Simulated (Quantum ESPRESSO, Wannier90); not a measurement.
AlN (zinc blende): Wannier90 run

```xyz
2
Lattice="0.0000 2.1840 2.1840 2.1840 0.0000 2.1840 2.1840 2.1840 0.0000" Properties=species:S:1:pos:R:3 pbc="T T T"
Al     0.0000     0.0000     0.0000
N      1.0920     1.0920     1.0920
```

Cell from Materials Project (mp-1700), symmetrised, no further relaxation. Not found in the COD (Crystallography Open Database) copy used, which has the formula in other groups; not checked further. Computed values, not measurements, from PBEsol: Quantum ESPRESSO (norm-conserving PseudoDojo potentials, cutoff 68 Ry, no spin polarisation, no spin-orbit coupling) on a Γ-centred 12×12×12 mesh, then Wannier90. Density: 12×12×12 mesh, cold smearing 0.01 Ry.

Bands 2-4 form an isolated set from -5.92 to 0.00 eV relative to the valence-band maximum (on the path) and are turned into 3 Wannier functions by minimising the spread from the start: atomic waves N 2p.

Centres (Cartesian, Å; one of the equivalent choices) and spreads:

```tsv
n	x	y	z	spread (Å²)	nearest atom
1	1.092	1.092	1.092	1.346	N2
2	1.092	1.092	1.092	1.346	N2
3	1.092	1.092	1.092	1.346	N2
```

Ω_I = 3.99 Å², Ω_total = 4.04 Å²; the interpolated bands follow pw.x to 0.3 meV rms on the path. Only this start was tried; a symmetric start can stop on a saddle, and mixtures of these functions could lower the total by at most Ω_total − Ω_I.
